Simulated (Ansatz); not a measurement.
**Ta2SiB2, first-principles data**

Ta2SiB2:
```
CELL_PARAMETERS angstrom
      3.13434     0.00000     0.00000
     -1.56717     2.71442     0.00000
      0.00000     0.00000     6.91540
ATOMIC_POSITIONS crystal
  Ta 0.33333 0.66667 0.72698
  Ta 0.33333 0.66667 0.27302
  Si 0.00000 0.00000 0.00000
  B  0.00000 0.00000 0.50000
  B  0.66667 0.33333 0.50000
```

Space group P-6m2 (No. 187); conventional cell a = 3.1343 Å, b = 3.1343 Å, c = 6.9154 Å, α = 90.00°, β = 90.00°, γ = 120.00°.

Method: PBEsol in the plane-wave PAW code Ansatz. Structure relaxed to zero pressure with the same functional. Other levels are named where they apply.

Cell and energy:

```
Property                                                      Result
-----------------------------------------------------  -------------
Volume per atom                                             11.77 Å³
Density                                                  11.62 g/cm³
Formation energy from the elements (no fitted shifts)  -0.67 eV/atom
```

Electronic structure:

```
Item                                                                        Result
------------------------------------  --------------------------------------------
Electronic character                                             metallic (no gap)
Density of states at the Fermi level  0.32 states/eV per atom (mean over ±0.08 eV)
Gap with spin–orbit coupling                                       none (metallic)
```

Mechanics:

```
Quantity                             Result
----------------------------------  -------
Bulk modulus (Birch–Murnaghan fit)  250 GPa
Pressure derivative B′                  4.2
```

Phonons:

```
Quantity                                       Result
-----------------------------  ----------------------
Highest zone-centre frequency                764 cm⁻¹
Zone-centre stability          no imaginary mode at Γ
```

The start of the workflow was typed in or built on a structure type; neither database checked (COD, Materials Project) lists it. Whether it is the stable phase at ambient conditions was not checked. The PBEsol relaxation kept the symmetry of its start. No spin polarisation was allowed. As this level gives no gap, phonon frequencies hold no LO–TO term and depend on the k-mesh and smearing (Fermi–Dirac, 0.1 eV here). The references are the lowest solids computed at this level, not always the standard phases. Scalar-relativistic: spin–orbit coupling is off unless named, which matters more the heavier the elements.

Potentials: the earlier of the program's two PAW sets. The files were generated under PBE; for other functionals the program regenerates the frozen cores, and for LDA and PBEsol the local potential too.
